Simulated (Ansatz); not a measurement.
## Ga under pressure

Level of theory: Ansatz, DFT LDA, scalar-relativistic, plane waves, PAW. Settings: 420 eV plane-wave cutoff, Γ-centred 16×16×14 mesh, Fermi-Dirac smearing of 0.15 eV. No spin polarisation. Phonons by linear response, acoustic sum rule imposed.

Equilibrium structure at this level:
```
CELL_PARAMETERS angstrom
1.35019 -3.90698 0.00000
1.35019 3.90698 0.00000
0.00000 0.00000 3.28697
ATOMIC_POSITIONS crystal
Ga 0.86636 0.13364 0.25000
Ga 0.13364 0.86636 0.75000
```

In a metal, frequencies and elastic constants depend on the k mesh and the smearing, soft modes and shear constants most.

Optical modes at Γ (cm⁻¹) at zero pressure: 47, 124, 194.

Task: Under hydrostatic pressure the same modes lie at 54, 141, 219 cm⁻¹. What is the pressure, and how much has the cell shrunk?

Result: 5 GPa; the volume is 6.2 % smaller.

This form isn't the element's structure at ambient conditions.